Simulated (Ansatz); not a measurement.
Given:

HgSe:
```yaml
crystal:
  lattice:
    - [0.00000, 3.13000, 3.13000]
    - [3.13000, 0.00000, 3.13000]
    - [3.13000, 3.13000, 0.00000]
  atoms:
    - { symbol: Se, position: [0.75000, 0.75000, 0.75000] }
    - { symbol: Hg, position: [0.00000, 0.00000, 0.00000] }
```

This is the PBE-relaxed structure.

All from DFT-PBE in the program Ansatz with PAW potentials, unless another level is named. Predict the Poisson's ratio.

0.35.

Next, the zero-point energy?

17.4 meV/atom.

Space group F-43m (zinc blende). The PBE relaxation kept the symmetry of its start; phonons on a q-mesh show no instability. Scalar-relativistic: spin–orbit coupling is off unless named, which matters more the heavier the elements.

Potentials: the later of the program's two PAW sets.
